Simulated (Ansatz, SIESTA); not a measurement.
This is a calculation of GeSb4Te7 for Ansatz 0.2.0. The cell is a database's computed one, not the measured one.

The input input.yaml:

```yaml
crystal:
  lattice:
    - [4.2893002584, 0.0, 0.0]
    - [-2.1446501292, 3.7146429882, 0.0]
    - [0.0, 0.0, 24.63777845]
  atoms:
    - { symbol: Te, position: [0.0, 0.0, 0.28102171] }
    - { symbol: Te, position: [0.0, 0.0, 0.0] }
    - { symbol: Te, position: [0.3333333333, 0.6666666667, 0.5686057] }
    - { symbol: Te, position: [0.6666666667, 0.3333333333, 0.4313943] }
    - { symbol: Te, position: [0.0, 0.0, 0.71897829] }
    - { symbol: Te, position: [0.6666666667, 0.3333333333, 0.15026813] }
    - { symbol: Te, position: [0.3333333333, 0.6666666667, 0.84973187] }
    - { symbol: Sb, position: [0.6666666667, 0.3333333333, 0.6502485] }
    - { symbol: Sb, position: [0.3333333333, 0.6666666667, 0.08110138] }
    - { symbol: Sb, position: [0.3333333333, 0.6666666667, 0.3497515] }
    - { symbol: Sb, position: [0.6666666667, 0.3333333333, 0.91889862] }
    - { symbol: Ge, position: [0.0, 0.0, 0.5] }
hamiltonian:
  xc: pbesol
  pseudopotentials: { kind: paw }
kpoints:
  mp_grid: { grid: [7, 7, 2] }
scf:
  occupations: { method: fermi_dirac, width: 0.05 }
output:
  forces: true
  stress: true
  eigenvalues: true
```

Potentials or basis: Ansatz PAW.

The run is started by

```sh
$ ansatz run input.yaml --threads 4 --pin off --max-ram 11264MiB --backend cpu --events-out ev --progress --plain --runs-dir out
```

Problem. Set up the same calculation for SIESTA 5.4.2. Potentials or basis there: files PseudoDojo sr-pbesol-0.4.1-standard, DZP (energy shift 0.003 Ry; two zetas on semicore shells).

Solution. As run (cutoffs and basis follow the program's own potentials, and thresholds, step limits or extra output files can differ):

Contents of GeSb4Te7.fdf:

```
SystemName                      GeSb4Te7
SystemLabel                     GeSb4Te7
NumberOfSpecies                 3
NumberOfAtoms                   12
%block ChemicalSpeciesLabel
  1  52 Te
  2  51 Sb
  3  32 Ge
%endblock ChemicalSpeciesLabel

LatticeConstant                 1.0 Ang
%block LatticeVectors
     4.2893002584     0.0000000000     0.0000000000
    -2.1446501292     3.7146429882     0.0000000000
     0.0000000000     0.0000000000    24.6377784500
%endblock LatticeVectors
AtomicCoordinatesFormat         Fractional
%block AtomicCoordinatesAndAtomicSpecies
     0.0000000000     0.0000000000     0.2810217100  1  Te
     0.0000000000     0.0000000000     0.0000000000  1  Te
     0.3333333333     0.6666666667     0.5686057000  1  Te
     0.6666666667     0.3333333333     0.4313943000  1  Te
     0.0000000000     0.0000000000     0.7189782900  1  Te
     0.6666666667     0.3333333333     0.1502681300  1  Te
     0.3333333333     0.6666666667     0.8497318700  1  Te
     0.6666666667     0.3333333333     0.6502485000  2  Sb
     0.3333333333     0.6666666667     0.0811013800  2  Sb
     0.3333333333     0.6666666667     0.3497515000  2  Sb
     0.6666666667     0.3333333333     0.9188986200  2  Sb
     0.0000000000     0.0000000000     0.5000000000  3  Ge
%endblock AtomicCoordinatesAndAtomicSpecies

%block kgrid.MonkhorstPack
    7   0   0  0.0
    0   7   0  0.0
    0   0   2  0.0
%endblock kgrid.MonkhorstPack
XC.Functional                   GGA
XC.Authors                      PBEsol
PAO.BasisSize                   DZP
PAO.EnergyShift                 0.003 Ry
Mesh.Cutoff                     800 Ry
OccupationFunction              FD
ElectronicTemperature           0.05 eV
MaxSCFIterations                120
SCF.MustConverge                false
SCF.Mixer.Method                Pulay
SCF.Mixer.Weight                0.25
SCF.Mixer.History               8
SCF.DM.Tolerance                5.0e-05
SCF.H.Tolerance                 1.0e-03 eV
WriteForces                     true
Charge.Mulliken                 end
%block PAO.Basis
  Te 4
  n=5 0 2
    5.613 0.000
  n=5 1 2
    7.253 0.000
  n=4 2 2
    3.260 0.000
  n=5 2 1
    7.253
  Sb 4
  n=5 0 2
    5.972 0.000
  n=5 1 2
    7.842 0.000
  n=4 2 2
    3.490 0.000
  n=5 2 1
    7.842
  Ge 4
  n=4 0 2
    5.960 0.000
  n=4 1 2
    8.130 0.000
  n=3 2 2
    3.189 0.000
  n=4 2 1
    8.130
%endblock PAO.Basis
```

Potentials or basis: PseudoDojo 0.4 standard (PBEsol files), converted to PSML, two zetas on semicore shells, DZP (energy shift 0.003 Ry; two zetas on semicore shells).

Launch:

```console
$ siesta GeSb4Te7.fdf > GeSb4Te7.out 2>&1
```

Both were run:

|  | Ansatz | SIESTA |
| --- | --- | --- |
| Pressure | -1.6 GPa | -0.5 GPa |

Ansatz's pressure holds a Pulay term of +0.03 GPa for its cutoff of 420 eV, which the other run lacks.

Ansatz's potentials were made for PBE.

Where Ansatz's input types no cutoff or centring, it takes its own default and a Γ-centred mesh.

Pressure is positive in compression.
